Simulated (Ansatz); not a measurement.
# ScIn₃, one cell by several methods

```xyz
4
Lattice="4.4600 0.0000 0.0000 0.0000 4.4600 0.0000 0.0000 0.0000 4.4600" Properties=species:S:1:pos:R:3 pbc="T T T"
Sc    0.0000    0.0000    0.0000
In    0.0000    2.2300    2.2300
In    2.2300    0.0000    2.2300
In    2.2300    2.2300    0.0000
```

Atom numbers follow the list: Sc1, In2, In3, In4.

The cell is COD entry 1539387, as deposited and not checked against the literature; nothing was relaxed.

Spin–orbit coupling is left out, though it moves levels of the heavy atoms by tenths of an eV or more.

Levels of theory: DFT, PBEsol, PAW with Ansatz's default frozen-core files, scalar-relativistic (Ansatz 0.2.0); DFT, PBEsol, all-electron LAPW, scalar-relativistic (Ansatz 0.2.0).

For PAW: a Γ-centred 8×8×8 k mesh, Fermi–Dirac smearing of 0.08 eV, cutoff 420 eV, no spin polarisation; the PAW files were made with PBE, and the program remakes their frozen cores for this functional. LAPW targets a basis error of 1 meV/atom. The Ansatz runs share mesh, smearing and spin set-up. Plane-wave (PAW) pressures include the program's estimate of the Pulay term.

Stress and pressure are positive in compression.

Levels count from the Fermi level.

PAW results:

```
                      quantity     PAW
                pressure (GPa)   -0.30
highest filled level at M (eV)  -0.383
  lowest empty level at M (eV)   1.109
highest filled level at R (eV)  -3.020
  lowest empty level at R (eV)   1.331
```

Q: What does all-electron LAPW give for the same quantities?

A: 
| quantity | LAPW |
| --- | --- |
| pressure (GPa) | -0.29 |
| highest filled level at M (eV) | -0.384 |
| lowest empty level at M (eV) | 1.109 |
| highest filled level at R (eV) | -3.020 |
| lowest empty level at R (eV) | 1.332 |
